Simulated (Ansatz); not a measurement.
Si₃N₄:
```xyz
14
Lattice="7.6058 0.0000 0.0000 -3.8029 6.5868 0.0000 0.0000 0.0000 2.9058" Properties=species:S:1:pos:R:3 pbc="T T T"
Si    -1.5916     5.0678     0.7264
Si     2.4212     1.1555     2.1793
Si     0.2099     2.6745     0.7264
Si     5.3945     1.5190     2.1793
Si     1.3817     5.4313     0.7264
Si     3.5930     3.9123     2.1793
N      0.0000     4.3912     0.7264
N      3.8029     2.1956     2.1793
N      2.3934     0.2059     0.7264
N      1.0184     2.1757     2.1793
N      6.2308     1.9698     0.7264
N      1.4095     6.3809     2.1793
N      2.7845     4.4111     0.7264
N     -2.4279     4.6170     2.1793
```

Relaxed with r²SCAN.

### Question
Give the Bader charges and basin volumes of the independent atoms, r²SCAN in the plane-wave PAW code Ansatz.

### Answer


```json
[
 {"atom": "Si1", "Bader charge (e)": "+3.21", "Bader volume (Å³)": "3.1"},
 {"atom": "N7", "Bader charge (e)": "-2.40", "Bader volume (Å³)": "14.5"},
 {"atom": "N9", "Bader charge (e)": "-2.41", "Bader volume (Å³)": "16.3"}
]
```

Space group P6_3/m. The r²SCAN relaxation kept the symmetry of its start.

Potentials: the later of the program's two PAW sets.
